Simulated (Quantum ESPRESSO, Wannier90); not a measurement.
Wannier functions of YSi2 (P6/mmm)

```
YSi2
1.0
    4.07549     0.00000     0.00000
   -2.03775     3.52948     0.00000
    0.00000     0.00000     3.99013
Y Si
1 2
Direct
  0.00000   0.00000   0.00000
  0.33333   0.66667   0.50000
  0.66667   0.33333   0.50000
```

Materials Project entry mp-2568; symmetrised, unrelaxed at this level. COD (Crystallography Open Database) has an entry of this formula and space group (matched by these alone). Method: PBEsol plane waves in Quantum ESPRESSO 7.5 (PseudoDojo norm-conserving files, 58 Ry, no spin polarisation, no spin-orbit coupling), Bloch states on a 12×12×8 mesh through Γ, Wannier90 4.0.1. Density: 12×12×8 mesh, cold smearing 0.01 Ry.

The plane-wave run has 31 bands and 19 electrons a cell. On the energy scale of pw.x, whose zero is arbitrary, the Fermi level lies at 10.94 eV.

Input w.win, without the blocks of cell, atoms and k-points (1152 lines):

```
num_bands = 26
num_wann = 17
exclude_bands = 1-4
num_iter = 1000
conv_tol = 1.0e-6
conv_window = 4
dis_num_iter = 1000
dis_conv_tol = 1.0e-6
dis_froz_max = 12.44
write_hr = true
write_u_matrices = true
begin projections
f=-0.00384,0.00766,0.00706: s;p;d
f=0.32273,-0.33310,0.50609: s;p
f=-0.32737,0.33315,0.48910: s;p
end projections
mp_grid = 12 12 8
```

Task: Check the input against the numbers above: what is wrong, and how is it mended?

Result: wannier90.x stops with:
```
w90_wannier90_readwrite_read: mismatch in w.eig
```
num_bands differs from the number of bands in the files, which is the number computed minus those excluded. Mended as below, all else unchanged, the run goes through (Ω_I = 26.6 Å²) and follows the plane-wave bands to 3.2 meV rms (states up to 1.0 eV relative to the Fermi level).
```
num_bands = 27
```
